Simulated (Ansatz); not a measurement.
**ZnS: a ladder of calculations**

Cell of run 1: a structure deposited in the COD (the entry's cell lengths or inner coordinates differ somewhat from later room-temperature determinations), atoms as given.

Space group P6_3mc (No. 186); a = 3.8120, c = 18.6900 Å, γ = 120.00°.

```
site  Wyckoff  site symmetry       x       y       z
 Zn1       2a            3m.  0.0000  0.0000  0.0000
 Zn3       2b            3m.  0.3333  0.6667  0.1667
 Zn5       2b            3m.  0.6667  0.3333  0.3333
  S7       2a            3m.  0.0000  0.0000  0.1250
  S9       2b            3m.  0.3333  0.6667  0.2917
 S11       2b            3m.  0.6667  0.3333  0.4583
```

One atom of each set is listed.

Relaxed positions (PBE, cell held):

Zn1 (0.0000, 0.0000, 0.0000)
Zn3 (0.3333, 0.6667, 0.1667)
Zn5 (0.6667, 0.3333, 0.3333)
S7 (0.0000, 0.0000, 0.1251)
S9 (0.3333, 0.6667, 0.2917)
S11 (0.6667, 0.3333, 0.4582)

All runs are DFT with Ansatz 0.2.0 (plane waves and PAW, scalar-relativistic unless spin–orbit coupling is named, Γ-centred meshes, Fermi–Dirac smearing where given) in this cell.

Run 1: PBE, atoms as given; 420 eV, 8×8×2 k-points, smearing 0.02 eV.
Run 2: r2SCAN, at the relaxed atoms; 500 eV, 8×8×2 k-points, smearing 0.02 eV.
Run 3: PBE, gradients read without the response of the cores, at the relaxed atoms; 420 eV, 8×8×2 k-points, smearing 0.02 eV.

```json
{"run": "1", "S7 V_zz (η)": "0.15 (0.00)"}
{"run": "2", "S7 V_zz (η)": "?"}
{"run": "3", "S7 V_zz (η)": "0.16 (0.00)"}
```

V_zz in 10²¹ V/m²; 1 of the 6 sets of like atoms are followed.

(1) Estimate the row of run 2.

Answers

(1) S7: 0.18 (0.00). It lies nearest to run 3, from whose tensors on these sites it differs by 0.02 at most (largest principal value of the difference). Taken one at a time, the functional (r2SCAN with its higher cutoff) moves the tensors on these sites by up to 0.03 (largest principal value of the change, on S7), the response of the cores by 0.01.
